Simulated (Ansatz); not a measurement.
A geometry of Hf3N4 away from equilibrium: the start of the relaxation of a relaxed Hf3N4 cell shaken by Gaussian noise of σ = 0.08 Å a coordinate. The numbers are results of PBEsol (plane waves to 420 eV, PAW, scalar-relativistic; Ansatz, a program for electronic structure), not measurements. Γ-centred k-mesh 6×6×6 on the run's cell (coarser than for final values), Fermi–Dirac smearing 0.05 eV.

```xyz
7
Lattice="-2.7075 2.7075 2.7075 2.7075 -2.7075 2.7075 2.7075 2.7075 -2.7075" Properties=species:S:1:pos:R:3 pbc="T T T"
N      1.3521     1.3608     1.2183
N     -1.3498     1.3208     1.3627
N      1.3633    -1.4527     1.4733
N      1.5292     1.2651    -1.4704
Hf     2.7235     0.0547     0.0020
Hf     0.0074     0.1111     2.8213
Hf     0.0969     2.6713    -0.0286
```

Task: Predict the force on each atom, in eV/Å.

Result: 
```tsv
atom	Fx	Fy	Fz
N1	0.04	-0.49	0.11
N2	0.11	-0.40	0.81
N3	1.25	0.71	-0.44
N4	-1.33	0.32	-0.06
Hf5	-0.05	1.48	-1.00
Hf6	1.90	-0.93	0.23
Hf7	-1.90	-0.68	0.35
```

Task: What is the pressure?

Result: +2.9 GPa, compression positive.

Task: How far above the relaxed end point is this geometry?

Result: 0.89 eV/atom; the path ends in Cm (No. 8).

No spin polarisation in the result.

The end of the path is a generated cell of Hf3N4: the first start was made by placing the elements on the sites of a structure type, and the end was not matched to a known phase here, so it may be hypothetical.
